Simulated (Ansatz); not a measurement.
MgSe (zinc blende, F-43m), r²SCAN (plane waves, PAW; program Ansatz). The conduction-band minimum lies at Γ, with 1 equivalent valley. Second derivatives d²E/dk² of the lowest band at one valley (eV·Å²), along Cartesian directions:

| direction | d²E/dk² |
|---|---|
| [100] | 35.71 |
| [010] | 35.71 |
| [001] | 35.71 |
| [110] | 35.70 |
| [101] | 35.70 |
| [011] | 35.70 |

Problem. Find the principal effective masses, the density-of-states mass and the conductivity mass.

Solution. Off-diagonal terms follow from H_xy = H[110] − (H_xx + H_yy)/2, and m*/mₑ = 7.620 eV·Å² over each eigenvalue: 0.21, 0.21, 0.21. One valley's DOS mass (m₁m₂m₃)^(1/3) = 0.21, conductivity mass 3/(Σ 1/mᵢ) = 0.21 mₑ.

Problem. What effective density of states Nc follows at 300 K for parabolic valleys?

Solution. Nc = 2.509e19 × 1 × (0.21)^(3/2) ≈ 2.4e18 cm⁻³.

The cell is a constructed one: a structure type filled with these elements; the Crystallography Open Database copy checked does not list it. COD files the formula under space group No. 225, so this cell is another polymorph or a model. Whether it is the stable phase at ambient conditions was not checked. The r²SCAN relaxation kept the symmetry of its start; whether a distortion lowers the energy is not shown. Spin–orbit coupling is left out wherever it is not named.

Potentials: the later of the program's two PAW sets.

Edges and masses are those of Kohn–Sham bands, whose gap is no quasiparticle gap.
